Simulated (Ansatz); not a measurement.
# HfSn3S8 (P-3m1) at 2 levels of theory

One geometry, relaxed with PBE; plane waves with PAW potentials in Ansatz, scalar-relativistic. No spin polarisation. Gaps are the least over mesh and band path; pressure is positive in compression.

```cif
data_structure
_symmetry_space_group_name_H-M 'P 1'
_symmetry_Int_Tables_number 1
_cell_length_a 3.6897
_cell_length_b 3.6897
_cell_length_c 27.2739
_cell_angle_alpha 90.000
_cell_angle_beta 90.000
_cell_angle_gamma 120.000
_cell_volume 321.56
loop_
_atom_site_label
_atom_site_type_symbol
_atom_site_fract_x
_atom_site_fract_y
_atom_site_fract_z
_atom_site_occupancy
Hf1 Hf 0.00000 0.00000 0.50000 1
Sn1 Sn 0.00000 0.00000 0.00000 1
Sn2 Sn 0.00000 0.00000 0.25159 1
Sn3 Sn 0.00000 0.00000 0.74841 1
S1 S 0.33333 0.66667 0.05436 1
S2 S 0.33333 0.66667 0.30595 1
S3 S 0.33333 0.66667 0.55240 1
S4 S 0.33333 0.66667 0.80276 1
S5 S 0.66667 0.33333 0.19723 1
S6 S 0.66667 0.33333 0.44760 1
S7 S 0.66667 0.33333 0.69405 1
S8 S 0.66667 0.33333 0.94564 1
```

```csv
level,cutoff (eV),k mesh,gap (eV),pressure (GPa)
PBE,420,12×12×1,1.21,0.0
```

Task: What comes out on the same cell with r2SCAN?

Result:
| level | cutoff (eV) | k mesh | gap (eV) | pressure (GPa) |
| --- | --- | --- | --- | --- |
| r2SCAN | 500 | 12×12×1 | 1.53 | -1.7 |

Spin-orbit coupling matters for the bands of heavy elements and is left out. The cell holds layers, chains or molecules and no dispersion correction was added, so their binding is poorly described.

It was reached by relaxing an invented guess, and it needn't be the stable form of this composition.
